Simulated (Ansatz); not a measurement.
ZrGe2:
```
ZrGe2
1.0
    4.38324     0.00000     0.00000
   -2.19162     3.79600     0.00000
    0.00000     0.00000     3.48743
Zr Ge
1 2
Direct
  0.00000   0.00000   0.00000
  0.33333   0.66667   0.50000
  0.66667   0.33333   0.50000
```

Relaxed with PBE. Special points in fractions of this cell's reciprocal vectors: Γ (0.000, 0.000, 0.000); M (0.500, 0.000, 0.000); K (0.333, 0.333, 0.000); A (0.000, 0.000, 0.500); L (0.500, 0.000, 0.500); H (0.333, 0.333, 0.500).

List the band energies nearest the Fermi level at these points for DFT-PBE in the program Ansatz with PAW potentials.

In eV from the Fermi level; about four levels below and three above (degenerate sets whole), none deeper than 8.9 eV; points with the same levels are listed once.

```json
[
 {"k": "Γ", "below": "-3.98 -3.98 -1.66 -0.12", "above": "0.85 0.85 1.43 1.43"},
 {"k": "M", "below": "-4.06 -3.41 -0.98", "above": "0.41 0.42 1.21"},
 {"k": "K", "below": "-0.29 -0.29 -0.13 -0.13", "above": "4.58 4.58 5.00 5.00"},
 {"k": "A", "below": "-2.00 -2.00 -0.34 -0.34", "above": "1.22 3.47 5.65"},
 {"k": "L", "below": "-4.55 -3.79 -3.76 -0.57", "above": "1.26 1.48 2.22"},
 {"k": "H", "below": "-4.41 -3.56 -3.56", "above": "0.49 0.61 0.61"}
]
```

Space group P6/mmm. A made-up cell: these elements were put on the sites of a structure type; neither database checked (COD, Materials Project) lists it. COD files the formula under space group No. 63, so this cell is another polymorph or a model. Whether it is the stable phase at ambient conditions was not checked. Symmetry was held in the PBE relaxation; its stability against distortions is not shown here. No spin polarisation was allowed. Scalar-relativistic: spin–orbit coupling is off unless named, which matters more the heavier the elements.

Potentials: the later of the program's two PAW sets.
